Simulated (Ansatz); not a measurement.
CdI2:
```yaml
crystal:
  lattice:
    - [4.16394, 0.00000, 0.00000]
    - [-2.08197, 3.60608, 0.00000]
    - [0.00000, 0.00000, 6.65956]
  atoms:
    - { symbol: Cd, position: [0.00000, 0.00000, 0.00000] }
    - { symbol: I, position: [0.33333, 0.66667, 0.25397] }
    - { symbol: I, position: [0.66667, 0.33333, 0.74603] }
```

The program Ansatz at the LDA level (PAW) gives a gap of 2.14 eV without spin–orbit coupling, maximum off the standard path, at k = (-0.120, 0.120, 0.219) in fractions of the reciprocal vectors, minimum off the standard path, at k = (0.000, 0.448, 0.349) in fractions of the reciprocal vectors.

### Question
What happens when spin–orbit coupling is switched on?

### Answer
The gap decreases by 0.32 eV, to 1.82 eV; maximum at A, minimum off the standard path, at k = (0.000, 0.448, 0.349) in fractions of the reciprocal vectors.

### Question
Give the electron effective mass with spin–orbit coupling.

### Answer
0.27, 0.44, 0.67 mₑ (principal values).

### Question
Give the hole effective mass with spin–orbit coupling.

### Answer
0.33, 0.33, 2.4 mₑ (principal values).

Space group P-3m1 (CdI2 type). The cell was relaxed with LDA under the symmetry of its start. A crystal of weakly bound layers computed without a dispersion correction: the cell and the soft elastic constants depend strongly on that.

Potentials: the later of the program's two PAW sets.
